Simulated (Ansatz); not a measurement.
Tl$_{2}$Au:
```yaml
crystal:
  lattice:
    - [-3.66952, 3.66952, 2.84851]
    - [3.66952, -3.66952, 2.84851]
    - [3.66952, 3.66952, -2.84851]
  atoms:
    - { symbol: Tl, position: [0.65420, 0.15420, 0.80839] }
    - { symbol: Tl, position: [0.34580, 0.84580, 0.19161] }
    - { symbol: Tl, position: [0.15420, 0.34580, 0.50000] }
    - { symbol: Tl, position: [0.84580, 0.65420, 0.50000] }
    - { symbol: Au, position: [0.25000, 0.25000, 0.00000] }
    - { symbol: Au, position: [0.75000, 0.75000, 0.00000] }
```

Relaxed with r²SCAN. Special points in fractions of this cell's reciprocal vectors: Γ (0.000, 0.000, 0.000); X (0.000, 0.000, 0.500); M (-0.500, 0.500, 0.500); Z (0.401, 0.401, -0.401); Z0 (-0.401, 0.599, 0.401); P (0.250, 0.250, 0.250); N (0.000, 0.500, 0.000).

Task: List the band energies nearest the Fermi level at these points for r²SCAN (plane waves, PAW; program Ansatz).

Result: In eV from the Fermi level; about four levels below and three above (degenerate sets whole), none deeper than 8.9 eV; points with the same levels are listed once.

```
k                          below                above
-  -----------------------------  -------------------
Γ  -3.28 -3.28 -3.14 -2.08 -0.20  0.16 0.16 0.17 0.17
X        -1.32 -0.88 -0.54 -0.38       0.42 0.49 3.56
M        -3.58 -3.31 -3.31 -0.91  1.43 2.40 3.43 3.43
Z        -3.55 -3.40 -3.40 -0.62  0.77 1.28 1.82 1.82
P        -3.96 -3.96 -0.93 -0.93  0.14 0.14 1.77 1.77
N        -3.38 -3.38 -2.62 -2.62  0.23 0.23 2.38 2.38
```

Space group I4/mcm. The first step of the workflow began from a Materials Project structure, measured or hypothetical; the Crystallography Open Database files this formula in space group No. 140, but the cells were not matched. Its standing as an ambient phase is unchecked. The r²SCAN relaxation kept the symmetry of its start; whether a distortion lowers the energy is not shown. Spin–orbit coupling is left out wherever it is not named.

Potentials: the later of the program's two PAW sets.
